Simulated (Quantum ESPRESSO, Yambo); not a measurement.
## Quasiparticle gap of CsHF2

```
CELL_PARAMETERS angstrom
     -3.05630     3.05630     3.88883
      3.05630    -3.05630     3.88883
      3.05630     3.05630    -3.88883
ATOMIC_POSITIONS crystal
  H  0.50000 0.00000 0.50000
  H  0.00000 0.50000 0.50000
  F  0.36801 0.86801 0.23602
  F  0.63199 0.13199 0.76398
  F  0.86801 0.63199 0.50000
  F  0.13199 0.36801 0.50000
  Cs 0.75000 0.75000 0.00000
  Cs 0.25000 0.25000 0.00000
```

The geometry is that of Materials Project entry mp-24668, symmetrised and not relaxed again.

Starting point: norm-conserving LDA (Quantum ESPRESSO, 84 Ry, scalar-relativistic). G0W0 in Yambo: 2×2×2 Γ-centred k mesh, 207 bands and a 7 Ry block in the screening, 207 bands in G with the Bruneval-Gonze terminator, plasmon pole fitted at 27.2 eV.

- LDA gap along the band path = 6.30 eV
- LDA gap between the mesh's edge points (Γ → Γ) = 6.30 eV
- G0W0 gap between the same points = 10.20 eV

| k point | band | E LDA (eV) | E QP (eV) | shift (eV) | Z |
|---|---|---|---|---|---|
| Γ | VB | 0.00 | -2.48 | -2.48 | 0.81 |
| Γ | CB | 6.30 | 7.72 | 1.42 | 0.89 |
| N | VB | -0.17 | -2.68 | -2.51 | 0.81 |
| N | CB | 8.36 | 9.91 | 1.54 | 0.89 |

Energies count from the LDA valence-band maximum.

Nearest settings tried, and what they do to the gap: 161 bands in W, 161 bands in G: +21 meV; 6 Ry block (265 vectors against 315): +6 meV; 1×1×1 mesh: -259 meV. So the settings aren't converged at that level. The k mesh is coarse.

The structure is a Materials Project entry; no match was found in the copy of COD used, and its stability was not checked.
